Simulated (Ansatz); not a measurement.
LiCl:
```yaml
crystal:
  lattice:
    - [0.00000, 2.73357, 2.73357]
    - [2.73357, 0.00000, 2.73357]
    - [2.73357, 2.73357, 0.00000]
  atoms:
    - { symbol: Li, position: [0.00000, 0.00000, 0.00000] }
    - { symbol: Cl, position: [0.25000, 0.25000, 0.25000] }
```

This is the r²SCAN-relaxed structure. Cartesian axes are those of the cell as given.

Problem. All from r²SCAN in the plane-wave PAW code Ansatz, unless another level is named. Predict the bulk modulus (Birch–Murnaghan fit).

Solution. 26.3 GPa.

Problem. Predict the piezoelectric stress constants (proper, relaxed ions, C/m²).

Solution. e14 = e25 = e36 = 0.22.

Problem. What about the elastic constants (relaxed ions, GPa)?

Solution. C11 = 32.8, C12 = 23.0, C44 = 14.1.

Space group F-43m (zinc blende). The start of the workflow was typed in or built on a structure type; neither database checked (COD, Materials Project) lists it. It is not the phase usual at ambient conditions (space group No. 225). The cell was relaxed with r²SCAN under the symmetry of its start; whether a distortion lowers the energy is not shown.

Potentials: the later of the program's two PAW sets.
